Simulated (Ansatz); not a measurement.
According to DFT-r²SCAN in the program Ansatz with PAW potentials, MoS2 in the trigonal phase (R3m; Mo on 3a, S on 3a, S on 3a) relaxes to a = 3.185 Å, c = 19.494 Å. Mo has 6 nearest neighbours from 2.41 Å (trigonal prismatic); S on 3a has 3 nearest neighbours from 2.41 Å (trigonal pyramidal); S on 3a has 3 nearest neighbours from 2.41 Å (trigonal pyramidal). Its formation energy from the elements is -0.98 eV/atom, with no fitted shifts.

It is gapped at this level: 1.15 eV (indirect).

Symmetry was held in the r²SCAN relaxation. The run is not spin-polarised. A crystal of weakly bound layers computed without a dispersion correction: the cell and the soft elastic constants depend strongly on that. The references are the lowest solids computed at this level, not always the standard phases. Scalar-relativistic: spin–orbit coupling is off unless named, which matters more the heavier the elements.

Potentials: the later of the program's two PAW sets.
